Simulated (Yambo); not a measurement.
Excitons in Sr₂RuH₆

```
CELL_PARAMETERS angstrom
      0.00000     3.79987     3.79987
      3.79987     0.00000     3.79987
      3.79987     3.79987     0.00000
ATOMIC_POSITIONS crystal
  H  0.77408 0.77408 0.22592
  H  0.22592 0.22592 0.77408
  H  0.22592 0.77408 0.77408
  H  0.77408 0.22592 0.22592
  H  0.77408 0.22592 0.77408
  H  0.22592 0.77408 0.22592
  Sr 0.75000 0.75000 0.75000
  Sr 0.25000 0.25000 0.25000
  Ru 0.00000 0.00000 0.00000
```

The geometry is that of Materials Project entry mp-24292, symmetrised and not relaxed again.

BSE in Yambo on LDA (pw.x of Quantum ESPRESSO, ONCV potentials, scalar-relativistic) bands: 6×6×6 mesh, 8 valence and 6 conduction bands, static screening with 61 bands and a 3 Ry block, scissor 1.31 eV, Tamm-Dancoff; field along x.

```
state  energy (eV)  states within 2 meV  relative strength  class    main transitions
-----  -----------  -------------------  -----------------  -----  ------------------
1             2.66                    3               0.22   weak  several band pairs
2             2.99                    3               0.03   dark  several band pairs
3             3.18                    3               0.04   dark  several band pairs
4             3.19                    3               0.01   dark  several band pairs
5             3.27                    2               0.01   dark      VB → CB (72 %)
6             3.28                    1             < 0.01   dark      VB → CB (93 %)
7             3.31                    3               0.01   dark    VB−1 → CB (74 %)
8             3.33                    3               1.00   weak  several band pairs
```

These are vertical excitations (zero momentum). The direct quasiparticle gap on this mesh is 3.43 eV; counted from there, state 1 is bound by 0.77 eV. Convergence with the mesh was not shown.

Spin singlets only. Strengths are relative to the strongest of the lowest states of this run; strong means a line over 3 % of the spectrum's maximum, dark under 0.03 %. Absolute energies carry the error of the G0W0 scissor, whose convergence isn't established.

Spin-orbit splittings are left out.
